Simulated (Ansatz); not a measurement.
Si3W5:
```cif
data_Si12W20
_chemical_formula_sum 'Si12 W20'
_space_group_name_H-M_alt 'I4/mcm'
_space_group_IT_number 140
_space_group_name_Hall '-I 4 2c'
_cell_length_a 9.59646
_cell_length_b 9.59646
_cell_length_c 4.92889
_cell_angle_alpha 90.000
_cell_angle_beta 90.000
_cell_angle_gamma 90.000
loop_
_atom_site_label
_atom_site_type_symbol
_atom_site_symmetry_multiplicity
_atom_site_Wyckoff_symbol
_atom_site_fract_x
_atom_site_fract_y
_atom_site_fract_z
_atom_site_occupancy
Si1 Si 4 a 0.00000 0.00000 0.25000 1
Si2 Si 8 h 0.16804 0.33196 0.00000 1
W1 W 16 k 0.22406 0.07530 0.00000 1
W2 W 4 b 0.00000 0.50000 0.25000 1
```
(The calculation used a cell of 16 atoms; values per cell refer to that cell.)

Relaxed with PBEsol.

**Question.** Which orbitals make up the states near the Fermi level in the program Ansatz at the PBEsol level (PAW)?

**Answer.** Within 0.5 eV of the Fermi level: W 5d 86 %, Si 3p 5 %, outside the projected shells 5 %. Projections are on Löwdin-orthogonalised atomic valence shells; empty p or d shells of many metals are not among them.

**Question.** Tabulate the density of states.

**Answer.** States/eV per cell of 16 atoms, in 0.25 eV bins, energy from the Fermi level.

| E (eV) | total | W 5d | Si 3p | W 6s |
|---|---|---|---|---|
| -7.85 | 0.82 | 0.33 | 0.18 | 0.06 |
| -7.60 | 2.84 | 0.88 | 1.05 | 0.55 |
| -7.35 | 7.96 | 2.63 | 3.13 | 1.57 |
| -7.10 | 7.63 | 3.00 | 2.65 | 1.31 |
| -6.85 | 5.12 | 2.06 | 1.84 | 0.76 |
| -6.60 | 2.71 | 1.15 | 0.99 | 0.32 |
| -6.35 | 5.57 | 2.37 | 2.01 | 0.78 |
| -6.10 | 5.33 | 2.58 | 1.81 | 0.63 |
| -5.85 | 5.51 | 2.89 | 1.79 | 0.57 |
| -5.60 | 7.43 | 3.82 | 2.42 | 0.81 |
| -5.35 | 8.38 | 4.31 | 2.82 | 0.76 |
| -5.10 | 11.73 | 6.73 | 3.58 | 0.86 |
| -4.85 | 11.77 | 7.03 | 3.68 | 0.60 |
| -4.60 | 15.71 | 9.75 | 5.00 | 0.44 |
| -4.35 | 13.88 | 8.59 | 4.51 | 0.26 |
| -4.10 | 14.43 | 9.41 | 4.25 | 0.25 |
| -3.85 | 13.86 | 9.53 | 3.44 | 0.28 |
| -3.60 | 14.37 | 10.45 | 2.96 | 0.24 |
| -3.35 | 12.40 | 9.65 | 1.77 | 0.45 |
| -3.10 | 13.59 | 10.95 | 1.50 | 0.44 |
| -2.85 | 12.20 | 9.37 | 1.83 | 0.38 |
| -2.60 | 12.95 | 10.27 | 1.59 | 0.39 |
| -2.35 | 10.98 | 8.92 | 1.24 | 0.26 |
| -2.10 | 10.54 | 8.96 | 0.83 | 0.20 |
| -1.85 | 10.42 | 8.75 | 0.87 | 0.20 |
| -1.60 | 8.09 | 6.70 | 0.73 | 0.19 |
| -1.35 | 6.58 | 5.22 | 0.68 | 0.25 |
| -1.10 | 6.82 | 5.68 | 0.58 | 0.14 |
| -0.85 | 8.00 | 6.71 | 0.71 | 0.12 |
| -0.60 | 8.67 | 7.25 | 0.69 | 0.19 |
| -0.35 | 6.72 | 5.83 | 0.35 | 0.13 |
| -0.10 | 6.69 | 5.78 | 0.35 | 0.18 |
| 0.15 | 11.53 | 9.88 | 0.63 | 0.33 |
| 0.40 | 13.41 | 11.47 | 0.74 | 0.37 |
| 0.65 | 10.15 | 8.72 | 0.58 | 0.22 |
| 0.90 | 10.46 | 8.97 | 0.69 | 0.19 |
| 1.15 | 10.74 | 9.21 | 0.66 | 0.22 |
| 1.40 | 7.90 | 6.79 | 0.45 | 0.16 |
| 1.65 | 7.45 | 6.21 | 0.48 | 0.19 |
| 1.90 | 8.67 | 7.21 | 0.69 | 0.20 |
| 2.15 | 8.93 | 7.25 | 0.76 | 0.25 |
| 2.40 | 11.96 | 9.13 | 1.34 | 0.38 |
| 2.65 | 15.90 | 12.41 | 1.70 | 0.47 |
| 2.90 | 14.81 | 11.29 | 1.65 | 0.48 |
| 3.15 | 10.51 | 8.06 | 1.06 | 0.42 |
| 3.40 | 11.60 | 8.31 | 1.32 | 0.55 |
| 3.65 | 11.06 | 6.81 | 1.73 | 0.70 |
| 3.90 | 11.56 | 5.59 | 2.08 | 1.48 |
| 4.15 | 10.71 | 4.76 | 2.19 | 1.26 |
| 4.40 | 7.66 | 3.26 | 1.64 | 0.92 |
| 4.65 | 9.25 | 3.46 | 2.16 | 1.67 |

The first step of the workflow began from a Materials Project structure, measured or hypothetical; the Crystallography Open Database copy checked does not list it. Its standing as an ambient phase is unchecked. The cell was relaxed with PBEsol under the symmetry of its start; its stability against distortions is not shown here. No spin polarisation was allowed. Spin–orbit coupling is left out wherever it is not named.

Potentials: the later of the program's two PAW sets.
